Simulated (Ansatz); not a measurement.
**Si (Fmmm), clamped-ion strain scan**

All numbers below come from DFT r2SCAN, scalar-relativistic, plane waves, PAW (Ansatz). The runs took a 500 eV cutoff, a Γ-centred 10×10×8 mesh and Gaussian smearing (0.15 eV). No spin polarisation. Energies are free energies at this smearing, counted from the undisturbed cell; pressure is positive in compression.

Reference structure (relaxed at this level; with this scan's settings it stands at -0.1 GPa; this form isn't the usual structure):

```
Si
1.0
     4.60416   -2.45534    0.00000
     4.60416    2.45534    0.00000
     0.00000    0.00000    5.37528
Si
8
Direct
  0.49999 0.50001 0.77085
  0.50001 0.49999 0.22915
  0.00001 0.99999 0.27085
  0.99999 0.00001 0.72915
  0.72515 0.72515 0.50000
  0.22515 0.22515 0.00000
  0.27485 0.27485 0.50000
  0.77485 0.77485 0.00000
```

The cell is strained by ε times the Voigt pattern (0, 0, 1, 0, 0, 0) (xx, yy, zz, yz, xz, xy; engineering shear) with fractional coordinates fixed. The cell is metallic on the mesh throughout.

Task: Over the sampled range (-0.1000 to 0.1000), is the undisturbed cell the lowest point?

Result: Yes, every other sampled point lies higher.

Task: Which end lies higher in energy, -0.1000 or +0.1000?

Result: -0.1000: 124.2 against 71.5.

The scan:

| ε | ΔE (meV/atom) |
| --- | --- |
| -0.1000 | 124.2 |
| -0.0750 | 64.8 |
| -0.0500 | 27.2 |
| 0.0000 | 0.0 |
| 0.0250 | 6.1 |
| 0.0750 | 44.1 |
| 0.1000 | 71.5 |